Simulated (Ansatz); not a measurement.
NbAs (P-6m2), relaxed and computed with several functionals in Ansatz (plane waves, PAW).

```csv
functional,a (Å),c (Å),V (Å³/atom),B₀ by P(V) fit (GPa)
PBE,3.425,3.488,17.72,154
HSE06,…,…,…,…
r²SCAN,3.428,3.459,17.60,163
```

Q: Fill in the missing entries.

A: 
- HSE06, a (Å): 3.404
- HSE06, c (Å): 3.441
- HSE06, V (Å³/atom): 17.27
- HSE06, B₀ by P(V) fit (GPa): 173

Constructed cells (a structure type filled with these elements, in neither database checked): NbAs, P-6m2 (Nb on 1a, As on 1f). All cells were relaxed under the symmetry of their starts (and spin orders); stability against distortions was not tested throughout. Rows with no word on spin ran without spin polarisation. Scalar-relativistic: spin–orbit coupling is off unless named, which matters more the heavier the elements.

Potentials: the later of the program's two PAW sets.

Ansatz (a quantum-chemistry and plane-wave program) is a plane-wave DFT program.
